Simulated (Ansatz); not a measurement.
A relaxed structure of CoSn is spoiled in several ways and relaxed again each time (noise and exchanges are one random draw each; squeezed and stretched starts keep its symmetry, which their runs cannot lower; pressure is positive under compression). These are PBEsol (plane waves to 420 eV, PAW, scalar-relativistic; Ansatz, a quantum-chemistry and plane-wave program) values and carry that method's errors.

```cif
data_Co3Sn3
_chemical_formula_sum 'Co3 Sn3'
_space_group_name_H-M_alt 'P6/mmm'
_space_group_IT_number 191
_space_group_name_Hall '-P 6 2'
_cell_length_a 5.21781
_cell_length_b 5.21781
_cell_length_c 4.17247
_cell_angle_alpha 90.000
_cell_angle_beta 90.000
_cell_angle_gamma 120.000
loop_
_atom_site_label
_atom_site_type_symbol
_atom_site_symmetry_multiplicity
_atom_site_Wyckoff_symbol
_atom_site_fract_x
_atom_site_fract_y
_atom_site_fract_z
_atom_site_occupancy
Co1 Co 3 f 0.00000 0.50000 0.00000 1
Sn1 Sn 1 a 0.00000 0.00000 0.00000 1
Sn2 Sn 2 d 0.33333 0.66667 0.50000 1
```

```json
[
 {"change": "squeezed uniformly to 80 % of its volume", "first pressure (GPa)": "55.2", "largest first force (eV/Å)": "0.00", "released (eV/atom)": "0.46", "moves": "8", "outcome": "___", "final group": "___", "E − E(parent) (eV/atom)": "___"},
 {"change": "with one Sn and one Co atom exchanged in a cell of 6 atoms", "first pressure (GPa)": "10.3", "largest first force (eV/Å)": "4.01", "released (eV/atom)": "0.38", "moves": "21", "outcome": "trapped higher", "final group": "Cmmm", "E − E(parent) (eV/atom)": "+0.33"},
 {"change": "deformed by the Cartesian strain tensor (xx, yy, zz, yz, xz, xy) = (0.001, -0.090, -0.133, 0.019, 0.018, 0.043)", "first pressure (GPa)": "___", "largest first force (eV/Å)": "2.05", "released (eV/atom)": "___", "moves": "12", "outcome": "___", "final group": "___", "E − E(parent) (eV/atom)": "___"}
]
```

**Question.** Some entries are withheld; supply them.

**Answer.** 
- deformed by the Cartesian strain tensor (xx, yy, zz, yz, xz, xy) = (0.001, -0.090, -0.133, 0.019, 0.018, 0.043), first pressure (GPa): 66.9
- deformed by the Cartesian strain tensor (xx, yy, zz, yz, xz, xy) = (0.001, -0.090, -0.133, 0.019, 0.018, 0.043), released (eV/atom): 0.77
- deformed by the Cartesian strain tensor (xx, yy, zz, yz, xz, xy) = (0.001, -0.090, -0.133, 0.019, 0.018, 0.043), outcome: returns to the parent
- deformed by the Cartesian strain tensor (xx, yy, zz, yz, xz, xy) = (0.001, -0.090, -0.133, 0.019, 0.018, 0.043), final group: P6/mmm
- deformed by the Cartesian strain tensor (xx, yy, zz, yz, xz, xy) = (0.001, -0.090, -0.133, 0.019, 0.018, 0.043), E − E(parent) (eV/atom): 0.00
- squeezed uniformly to 80 % of its volume, outcome: returns to the parent
- squeezed uniformly to 80 % of its volume, final group: P6/mmm
- squeezed uniformly to 80 % of its volume, E − E(parent) (eV/atom): 0.00

First-step values come from each run's starting, coarser k-mesh (8×8×8, 7×7×8, 7×8×9). The runs use different k-meshes, so differences are rounded accordingly. Spin states reached: non-magnetic, ferromagnetic; non-magnetic ones ran without spin or lost their moments; spin orders were not searched systematically.
